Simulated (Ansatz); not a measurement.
ZrPbO3 (cubic perovskite)

```xyz
5
Lattice="4.1086 0.0000 0.0000 0.0000 4.1086 0.0000 0.0000 0.0000 4.1086" Properties=species:S:1:pos:R:3 pbc="T T T"
Zr     0.0000     0.0000     0.0000
Pb     2.0543     2.0543     2.0543
O      2.0543     0.0000     0.0000
O      0.0000     2.0543     0.0000
O      0.0000     0.0000     2.0543
```

The slice is a {100} plane (indices of the conventional cell) through the point (0.500, 0.500, 0.500) (fractional), spanned by u = [100] and v = [010] in vectors of this cell: u (4.11 Å) and v (4.11 Å, at 90° to u). It covers one period; positions are fractions (u, v).

Calculation: LDA (plane waves to 420 eV, PAW, scalar-relativistic; Ansatz, a program for electronic structure). k mesh 8×8×8. These are valence fields of a PAW run, semicore shells included where kept as valence: close to a nucleus they are smooth pseudo fields. Spin-orbit coupling is left out, though Pb is heavy. This is a high-temperature form of ZrPbO3. ZrPbO3 is run without spin polarisation. ZrPbO3 was relaxed with its symmetry unable to fall.

Sketch the electron localisation function (ELF) on this plane as a map.


```
|xxx .-+++=-:.       .:-=+++-. xx|
|xxx :=++=-:.         .:-=++=: xx|
|x  .-=++=-:.         .:-=++=-.  |
|..:-=++=-:..         ..:-=++=-:.|
|--==+++=-:.           .:-=+++==-|
|++++++=-:..  ..:::..  ..:-=+++++|
|++++==-:.. ..:-===-:.. ..:-==+++|
|++==--:....:-=+***+=-:....:--==+|
|==--::....:=+##%%%##+=:....::--=|
|--::... .:=*#%@@@@@%#*=:. ...::-|
|::...  .:=*%@@@@@@@@@%*=:.  ...:|
|..     .-+#@@@@@@@@@@@#+-.     .|
|      .:=#%@@@@%x%@@@@%#=:.     |
|      .-+#@@@@xxxxx@@@@#+-.     |
|      :=*%@@@%xxxxx%@@@%*=:     |
|      :=*%@@@xxxxxxx@@@%*=:     |
|      :=*%@@@%xxxxx%@@@%*=:     |
|      .-+#@@@@xxxxx@@@@#+-.     |
|      .:=#%@@@@%x%@@@@%#=:.     |
|..     .-+#@@@@@@@@@@@#+-.     .|
|::...  .:=*%@@@@@@@@@%*=:.  ...:|
|--::... .:=*#%@@@@@%#*=:. ...::-|
|==--::....:=+##%%%##+=:....::--=|
|++==--:....:-=+***+=-:....:--==+|
|++++==-:.. ..:-===-:.. ..:-==+++|
|++++++=-:..  ..:::..  ..:-=+++++|
|--==+++=-:.           .:-=+++==-|
|..:-=++=-:..         ..:-=++=-:.|
|x  .-=++=-:.         .:-=++=-.  |
|xxx :=++=-:.         .:-=++=: xx|
|xxx .-+++=-:.       .:-=+++-. xx|
|xxxx.-+++=-:.       .:-=+++-.xxx|
```
Scale: ten equal steps from 0.02 (start of ' ') to 0.81 (end of '@'), in the order ' .:-=+*#%@'. Values: electron localisation function (ELF). The map has 32 points along u (one character each, u = 0 at the left) and 32 along v (v = 0 in the bottom row). Points within 0.4 Å of a nucleus are blanked (x), as the pseudised field means little there.
